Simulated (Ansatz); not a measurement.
Sheets of one type (M2XT2 MXene (fcc sites)-type), r²SCAN+D4 in the plane-wave PAW code Ansatz; HSE06 gaps on those cells.

```json
[
 {"layer": "V2NS2", "a (Å)": "3.092", "thickness (Å)": "5.21"},
 {"layer": "W2NS2", "a (Å)": "3.017", "thickness (Å)": "6.04"},
 {"layer": "Ti2NS2", "a (Å)": "3.174", "thickness (Å)": "5.38"},
 {"layer": "Zr2NS2", "a (Å)": "3.436", "thickness (Å)": "5.69"},
 {"layer": "Ta2NS2", "a (Å)": "[?]", "thickness (Å)": "[?]"},
 {"layer": "Hf2NS2", "a (Å)": "3.397", "thickness (Å)": "5.63"},
 {"layer": "Y2NS2", "a (Å)": "3.717", "thickness (Å)": "5.84"}
]
```

**Question.** Fill in the missing entries.

**Answer.** 
- Ta2NS2, a (Å): 3.303
- Ta2NS2, thickness (Å): 5.39

Spin orders computed, not proven ground states: V2NS2, M2XT2 MXene (fcc sites)-type layer antiferromagnetic. Began spin-polarised and lost the moments: W2NS2, M2XT2 MXene (fcc sites)-type layer; Ti2NS2, M2XT2 MXene (fcc sites)-type layer; Zr2NS2, M2XT2 MXene (fcc sites)-type layer; Ta2NS2, M2XT2 MXene (fcc sites)-type layer; Hf2NS2, M2XT2 MXene (fcc sites)-type layer; Y2NS2, M2XT2 MXene (fcc sites)-type layer. All cells were relaxed under the symmetry of their starts (and spin orders); stability against distortions was not tested throughout. Spin–orbit coupling is left out wherever it is not named. Constructed layers (a layer type filled with these elements): V2NS2, M2XT2 MXene (fcc sites)-type layer; W2NS2, M2XT2 MXene (fcc sites)-type layer; Ti2NS2, M2XT2 MXene (fcc sites)-type layer; Zr2NS2, M2XT2 MXene (fcc sites)-type layer; Ta2NS2, M2XT2 MXene (fcc sites)-type layer; Hf2NS2, M2XT2 MXene (fcc sites)-type layer; Y2NS2, M2XT2 MXene (fcc sites)-type layer.

Potentials: the later of the program's two PAW sets.
